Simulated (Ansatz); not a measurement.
Relaxed MoSi₂ (MoSi2 type, space group I4/mmm):

```
MoSi2
1.0
   -1.60850     1.60850     3.93661
    1.60850    -1.60850     3.93661
    1.60850     1.60850    -3.93661
Mo Si
1 2
Cartesian
  0.00000   0.00000   0.00000
  0.00000   0.00000   2.63840
  0.00000   0.00000   5.23481
```

In this cell atom 1 (Mo, nearest neighbour Si at 2.619 Å; its periodic images, 3.2 Å or more away, move with it) is moved by s along Cartesian z, unit vector (0.000, 0.000, 1.000); all other atoms and the cell stay fixed.

Computed with PBE (plane waves to 420 eV, PAW, scalar-relativistic; Ansatz, a quantum-chemistry and plane-wave program). k mesh 16×16×16 (Γ-centred), Fermi-Dirac smearing 0.05 eV. The energy includes the smearing's −TS. With partly filled bands, energies and forces of such displacements shift with the k mesh and the smearing. MoSi2 is run without spin polarisation. MoSi2 was relaxed with its symmetry unable to fall. The PAW data are Ansatz's earlier set. The zero of ΔE is the undisplaced structure. The last digit holds for this mesh only.

```json
[
 {"s (Å)": "-0.260", "ΔE (meV/cell)": "withheld"},
 {"s (Å)": "-0.208", "ΔE (meV/cell)": "275.2"},
 {"s (Å)": "-0.156", "ΔE (meV/cell)": "153.1"},
 {"s (Å)": "-0.104", "ΔE (meV/cell)": "67.5"},
 {"s (Å)": "-0.052", "ΔE (meV/cell)": "16.8"},
 {"s (Å)": "0.000", "ΔE (meV/cell)": "0.0"},
 {"s (Å)": "0.052", "ΔE (meV/cell)": "16.8"},
 {"s (Å)": "0.104", "ΔE (meV/cell)": "67.5"},
 {"s (Å)": "0.156", "ΔE (meV/cell)": "153.1"},
 {"s (Å)": "0.208", "ΔE (meV/cell)": "275.2"},
 {"s (Å)": "0.260", "ΔE (meV/cell)": "withheld"}
]
```

### Question
Fit an even polynomial form (powers 2, 4) to the given rows and predict ΔE at s = 0.260.

### Answer
Least squares on the 9 given rows: ΔE = (6201)·s² + (3694)·s⁴, in meV/cell with s in Å; root-mean-square residual 0.00 meV/cell. At 0.260 the fit gives 436.1 meV/cell; the calculation gives 436.0 meV/cell, so the extrapolation is off by 0.1 (+0.0 %). The quadratic term alone would give 419.2 meV/cell.

(A displaced cell: forces are minus the slopes of the energy, force constants its curvatures, and phonons follow from these.)
